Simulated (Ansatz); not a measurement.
Cu Kα1 powder pattern (kinematic, no thermal factors).
| 2θ (°) | relative intensity |
| --- | --- |
| 12.85 | 1 |
| 23.05 | 1 |
| 24.82 | 7 |
| 25.87 | 2 |
| 28.04 | 100 |
| 32.32 | 4 |
| 32.49 | 5 |
| 32.49 | 2 |
| 33.15 | 4 |
| 41.99 | 2 |
| 46.61 | 22 |
| 46.61 | 43 |
| 47.10 | 1 |
| 48.91 | 1 |
| 53.52 | 2 |
| 55.28 | 28 |
| 55.28 | 14 |
| 57.86 | 1 |
| 57.97 | 2 |
| 68.04 | 7 |
| 68.05 | 3 |
| 75.14 | 5 |
| 75.14 | 11 |
| 86.51 | 14 |
| 86.51 | 7 |

The pattern is computed from a structure relaxed with DFT PBE, scalar-relativistic, plane waves, PAW (Ansatz 0.2.0). No spin polarisation. Its elements are Al, Ga, P.

Task: Give the structure.

Result: Al$_{2}$Ga$_{3}$P$_{5}$.
Space group I-4m2 (No. 119). a = 3.894 Å, b = 3.894 Å, c = 27.534 Å, α = 90.00°, β = 90.00°, γ = 90.00°
| atom | site | symmetry | x | y | z |
| --- | --- | --- | --- | --- | --- |
| Al | 4e | 2mm. | 0.5000 | 0.5000 | 0.2000 |
| Ga | 4e | 2mm. | 0.5000 | 0.5000 | 0.4000 |
| Ga | 2b | -4m2 | 0.5000 | 0.5000 | 0.0000 |
| P | 2d | -4m2 | 0.5000 | 0.0000 | 0.2500 |
| P | 4f | 2mm. | 0.0000 | 0.5000 | 0.3498 |
| P | 4f | 2mm. | 0.5000 | 0.0000 | 0.4500 |

A pattern alone doesn't exclude other cells with like lines; this is the one computed.

The structure comes from a generated guess; another structure or a mixture of phases may lie lower.
